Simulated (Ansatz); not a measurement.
V$_{3}$Ga:
```cif
data_Ga2V6
_chemical_formula_sum 'V6 Ga2'
_space_group_name_H-M_alt 'P 1'
_space_group_IT_number 1
_cell_length_a 4.75827
_cell_length_b 4.75827
_cell_length_c 4.75827
_cell_angle_alpha 90.000
_cell_angle_beta 90.000
_cell_angle_gamma 90.000
loop_
_space_group_symop_operation_xyz
  'x, y, z'
loop_
_atom_site_label
_atom_site_type_symbol
_atom_site_fract_x
_atom_site_fract_y
_atom_site_fract_z
_atom_site_occupancy
V1 V 0.50000 0.25000 0.00000 1
V2 V 0.50000 0.75000 0.00000 1
V3 V 0.25000 0.00000 0.50000 1
V4 V 0.75000 0.00000 0.50000 1
V5 V 0.00000 0.50000 0.25000 1
V6 V 0.00000 0.50000 0.75000 1
Ga1 Ga 0.50000 0.50000 0.50000 1
Ga2 Ga 0.00000 0.00000 0.00000 1
```
The run is spin-polarised; directions of the spins, atom by atom: ↑ ↑ ↑ ↑ ↑ ↑ 0 0.

Relaxed with r²SCAN.

Q: Tabulate the valence density and the electron localisation function along the shortest V–Ga contact (2.66 Å), r²SCAN in the plane-wave PAW code Ansatz.

A: 

```csv
distance from V (Å),density (e/Å³),ELF
0.27,12.61,0.74
0.40,8.70,0.76
0.53,5.03,0.71
0.67,2.42,0.55
0.80,1.02,0.28
0.93,0.47,0.12
1.06,0.31,0.09
1.20,0.27,0.17
1.33,0.27,0.32
1.46,0.30,0.39
1.60,0.36,0.35
1.73,0.47,0.30
1.86,0.71,0.27
2.00,1.31,0.20
2.13,3.33,0.10
2.26,9.70,0.04
2.39,23.92,0.02
```

The density is the valence pseudo-density with augmentation charge, so density and ELF within about 1 Å of a nucleus are not all-electron values.

Space group Pm-3n (A15 (Cr3Si type)). The first step of the workflow began from a Materials Project structure, measured or hypothetical; the Crystallography Open Database copy checked does not list it. Its standing as an ambient phase is unchecked. The cell was relaxed with r²SCAN under the symmetry of its start; its stability against distortions is not shown here. The final state is ferromagnetic, chosen from 2 collinear starts compared on coarse meshes (ties went to the first, and starts can fall back to one state), not a proven ground state. Other orbital occupations within this spin state were not tried.

Potentials: the later of the program's two PAW sets.
